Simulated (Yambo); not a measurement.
Yambo run on RbBr (rock salt, space group Fm-3m, No. 225). The wavefunctions are PBEsol (Quantum ESPRESSO, PseudoDojo norm-conserving, 46 Ry, with spin-orbit coupling) ones on a 4×4×4 mesh (16 occupied bands); a = b = c = 4.8389 Å, α = β = γ = 60.00°.

Yambo input:

```
rim_cut
gw0
dyson
el_el_corr
HF_and_locXC
cohsex
em1s
RandQpts= 1000000
RandGvec= 1 Ry
EXXRLvcs= 46 Ry
VXCRLvcs= 184 Ry
Chimod= "HARTREE"
% BndsRnXs
 1 | 224 |
%
NGsBlkXs= 7 Ry
% LongDrXs
 1.0 | 1.0 | 1.0 |
%
ExtendOut
% QPkrange
 1 | 1 | 16 | 17 |
%
```

k points by index: 1 = Γ.

The o-*.qp file then holds:

```
#    K-point    Band    Eo [eV]    E [eV]    E-Eo [eV]    Vxc [eV]    Vnlxc [eV]    Sc|Eo [eV]    Re(Z)    Im(Z)
#
    1    16    0.000000    -3.927847    -3.927847    -12.51154    -16.34611    -0.093277    1.000000    0.000000
    1    17    4.060597    3.964656    -0.095941    -6.592363    -2.973673    -3.714632    1.000000    0.000000
```
(The two width columns are left out.) Convergence of these settings isn't established.

Geometry relaxed with PBEsol.
